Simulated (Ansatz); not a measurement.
Starting cell, MgO (rock salt):

```
CELL_PARAMETERS angstrom
      0.00000     4.25375     4.25375
      2.12687     0.00000     2.12687
      2.12687     2.12687     0.00000
ATOMIC_POSITIONS crystal
  O  0.00000 0.00000 0.00000
  O  0.50000 0.00000 0.00000
  Mg 0.25000 0.50000 0.50000
  Mg 0.75000 0.50000 0.50000
```

A phonon eigenvector at L = (0.5, 0.0, 0.0) is frozen into this cell: atom i moves by Q times the vector below, so Q is the largest atomic displacement, in Å. The cell is held. (q is in reciprocal vectors of the primitive cell; the cell shown is doubled to hold the pattern.)

```csv
atom,x,y,z
O1,0.577,-0.577,-0.577
O2,-0.577,0.577,0.577
```

Atoms not listed stay in place.

All values below come from PBE (plane waves to 420 eV, PAW, scalar-relativistic; Ansatz, an electronic-structure program). k mesh 13×13×13 (Γ-centred), Fermi-Dirac smearing 0.05 eV. Energies are smeared free energies. MgO was relaxed with its symmetry unable to fall. The zero of ΔE is the undisplaced structure.

| Q (Å) | ΔE (meV/cell) |
|---|---|
| -0.1000 | 176.5 |
| -0.0833 | 122.5 |
| -0.0667 | withheld |
| -0.0500 | 44.1 |
| -0.0333 | 19.6 |
| -0.0167 | 4.9 |
| 0.0000 | 0.0 |
| 0.0167 | 4.9 |
| 0.0333 | 19.6 |
| 0.0500 | 44.1 |
| 0.0667 | withheld |
| 0.0833 | 122.5 |
| 0.1000 | 176.5 |

Problem. Fit an even polynomial form (powers 2, 4) to the given rows and predict ΔE at Q = -0.0667.

Solution. Least squares on the 11 given rows: ΔE = (17650)·Q² + (-223.8)·Q⁴, in meV/cell with Q in Å; root-mean-square residual 0.03 meV/cell. At -0.0667 the fit gives 78.5 meV/cell; the calculation gives 78.4 meV/cell, so the interpolation is off by 0.1 (+0.1 %). The quadratic term alone would give 78.5 meV/cell.

(A displaced cell: forces are minus the slopes of the energy, force constants its curvatures, and phonons follow from these.)
